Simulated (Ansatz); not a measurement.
# LuVGa2 in Ansatz, relaxation

The input file (Ansatz 0.2.0, plane waves):

```yaml
crystal:
  lattice:
    - [3.484588, 0.0, 0.0]
    - [-1.742294, 3.017747, 0.0]
    - [-1.742294, 1.005916, 6.43297]
  atoms:
    - { symbol: Lu, position: [0.5, 0.5, 0.5] }
    - { symbol: V, position: [0.0, 0.0, 0.0] }
    - { symbol: Ga, position: [0.23369, 0.76631, 0.70107] }
    - { symbol: Ga, position: [0.76631, 0.23369, 0.29893] }
  symmetry: { tolerance: 0.0003 }
kpoints:
  mp_grid: { grid: [6, 6, 6], shift: [0, 0, 0] }
magnetization:
  spin_polarized: false
scf:
  occupations: { method: gaussian, width: 0.032 }
  lower_state_search: "off"
hamiltonian:
  pseudopotentials: { kind: paw }
  xc: pbe
basis:
  ecutwfc: 420
  fft_grid_basis: typed
relax:
  max_steps: 80
  cell: { p_target: 0.0 }
output:
  forces: true
  stress: true
  eigenvalues: true
  bader: true
  populations: true
  elf: true
  write_potential: true
  volumetric_format: npy
  dos:
    e_range: [-12, 8]
    de: 0.05
    projected: { site_lists: { Ga: [Ga], Lu: [Lu], V: [V] } }
  write_density: true
checkpoint:
  read: saved_state
```

Run with:

```bash
ansatz run input.yaml --threads 2 --pin off --max-ram 2560MiB --backend cpu --events-out ev --progress --plain --runs-dir out
```

Origin of the cell: a known structure type with other elements, at an estimated volume, so it need not be a known compound.

The saved state is a converged single point of the same cell.

Steps («new basis» is an SCF on plane waves selected anew at the same cell):

```tsv
step	ΔF (meV/atom)	max force component (eV/Å)	P (GPa)	volume (Å³)	SCF iterations	step was
1	0.0	6.593	26.59	67.65	6	accepted
2	-624.0	4.064	12.79	71.01	10	accepted
3	-953.1	2.088	6.85	72.77	9	accepted
4	-1073.6	0.125	3.81	74.98	9	accepted
5	-1065.8	0.338	-4.11	82.30	8	rejected
6	-1082.4	0.033	-0.27	78.39	12	accepted
7	-1082.5	0.006	-0.11	78.26	6	accepted
8	-1082.5	0.002	0.03	78.15	6	accepted
9	-1082.5	0.001	0.04	78.15	9	accepted
10	-1082.5	0.001	0.01	78.19	9	accepted
11	-1083.8	0.000	0.07	78.19	9	new basis
12	-1083.8	0.002	0.01	78.23	6	accepted
13	-1083.8	0.002	0.01	78.23	7	new basis
```

Step 1, with forces in eV/Å:

```xyz
4
Lattice="3.485 0.000 0.000 -1.742 3.018 0.000 -1.742 1.006 6.433" Properties=species:S:1:pos:R:3:forces:R:3 pbc="T T T" step=1
Lu    0.000    2.012    3.216    0.000    0.000    0.000
V     0.000    0.000    0.000    0.000    0.000    0.000
Ga   -1.742    3.018    4.510    0.000    0.000    6.593
Ga    1.742    1.006    1.923    0.000    0.000   -6.593
```

Step 2, with forces in eV/Å:

```xyz
4
Lattice="3.558 0.000 0.000 -1.779 3.081 0.000 -1.779 1.027 6.477" Properties=species:S:1:pos:R:3:forces:R:3 pbc="T T T" step=2
Lu    0.000    2.054    3.238    0.000    0.000    0.000
V     0.000    0.000    0.000    0.000    0.000    0.000
Ga   -1.779    3.081    4.737    0.000    0.000    4.064
Ga    1.779    1.027    1.740    0.000    0.000   -4.064
```

Step 3, with forces in eV/Å:

```xyz
4
Lattice="3.572 0.000 0.000 -1.786 3.093 0.000 -1.786 1.031 6.586" Properties=species:S:1:pos:R:3:forces:R:3 pbc="T T T" step=3
Lu    0.000    2.062    3.293    0.000    0.000    0.000
V     0.000    0.000    0.000    0.000    0.000    0.000
Ga   -1.786    3.093    5.016    0.000    0.000    2.088
Ga    1.786    1.031    1.570    0.000    0.000   -2.088
```

Step 4, with forces in eV/Å:

```xyz
4
Lattice="3.564 0.000 0.000 -1.782 3.087 0.000 -1.782 1.029 6.815" Properties=species:S:1:pos:R:3:forces:R:3 pbc="T T T" step=4
Lu    0.000    2.058    3.408    0.000    0.000    0.000
V     0.000    0.000    0.000    0.000    0.000    0.000
Ga   -1.782    3.087    5.400    0.000    0.000   -0.125
Ga    1.782    1.029    1.415    0.000    0.000    0.125
```

Step 6, with forces in eV/Å:

```xyz
4
Lattice="3.627 0.000 0.000 -1.813 3.141 0.000 -1.813 1.047 6.882" Properties=species:S:1:pos:R:3:forces:R:3 pbc="T T T" step=6
Lu    0.000    2.094    3.441    0.000    0.000    0.000
V     0.000    0.000    0.000    0.000    0.000    0.000
Ga   -1.813    3.141    5.448    0.000    0.000    0.033
Ga    1.813    1.047    1.434    0.000    0.000   -0.033
```

Step 7, with forces in eV/Å:

```xyz
4
Lattice="3.627 0.000 0.000 -1.813 3.141 0.000 -1.813 1.047 6.870" Properties=species:S:1:pos:R:3:forces:R:3 pbc="T T T" step=7
Lu    0.000    2.094    3.435    0.000    0.000    0.000
V     0.000    0.000    0.000    0.000    0.000    0.000
Ga   -1.813    3.141    5.442    0.000    0.000    0.006
Ga    1.813    1.047    1.428    0.000    0.000   -0.006
```

Step 13, with forces in eV/Å:

```xyz
4
Lattice="3.633 0.000 0.000 -1.817 3.146 0.000 -1.817 1.049 6.844" Properties=species:S:1:pos:R:3:forces:R:3 pbc="T T T" step=13
Lu    0.000    2.098    3.422    0.000    0.000    0.000
V     0.000    0.000    0.000    0.000    0.000    0.000
Ga   -1.817    3.146    5.423    0.000    0.000   -0.002
Ga    1.817    1.049    1.421    0.000    0.000    0.002
```

* Free energy lowered by: 1083.8 meV/atom
* Volume change: 15.65 %
* Final pressure: 0.01 GPa
* Relaxation steps listed: 13

Caveats: no spin polarisation, so a magnetic state may lie lower; no spin-orbit coupling, though heavy elements are present; the given cell is far from equilibrium, with atoms too close or a volume far off; the k mesh is coarse if the cell is a metal; the relaxation held the start's symmetry, so the end may be a saddle point.

Time: 2.2 min on 2 threads of Arm Neoverse N1, with other jobs on the host, peak memory 0.44 GiB, from a saved density.
